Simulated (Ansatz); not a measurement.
CsI (CsCl type, Pm-3m), plane-wave PAW PBE (Ansatz code). The conduction-band minimum lies at Γ, with 1 equivalent valley. Second derivatives d²E/dk² of the lowest band at one valley (eV·Å²), along Cartesian directions:

```json
[
 {"direction": "[100]", "d²E/dk²": "26.07"},
 {"direction": "[010]", "d²E/dk²": "26.07"},
 {"direction": "[001]", "d²E/dk²": "26.07"},
 {"direction": "[110]", "d²E/dk²": "26.07"},
 {"direction": "[101]", "d²E/dk²": "26.07"},
 {"direction": "[011]", "d²E/dk²": "26.07"}
]
```

**Question.** Find the principal effective masses, the density-of-states mass and the conductivity mass.

**Answer.** Off-diagonal terms follow from H_xy = H[110] − (H_xx + H_yy)/2, and m*/mₑ = 7.620 eV·Å² over each eigenvalue: 0.29, 0.29, 0.29. One valley's DOS mass (m₁m₂m₃)^(1/3) = 0.29, conductivity mass 3/(Σ 1/mᵢ) = 0.29 mₑ.

**Question.** What effective density of states Nc follows at 300 K for parabolic valleys?

**Answer.** Nc = 2.509e19 × 1 × (0.29)^(3/2) ≈ 3.9e18 cm⁻³.

Symmetry was held in the PBE relaxation. Spin–orbit coupling is left out wherever it is not named.

Potentials: the later of the program's two PAW sets.

Edges and masses are those of Kohn–Sham bands, whose gap is no quasiparticle gap.
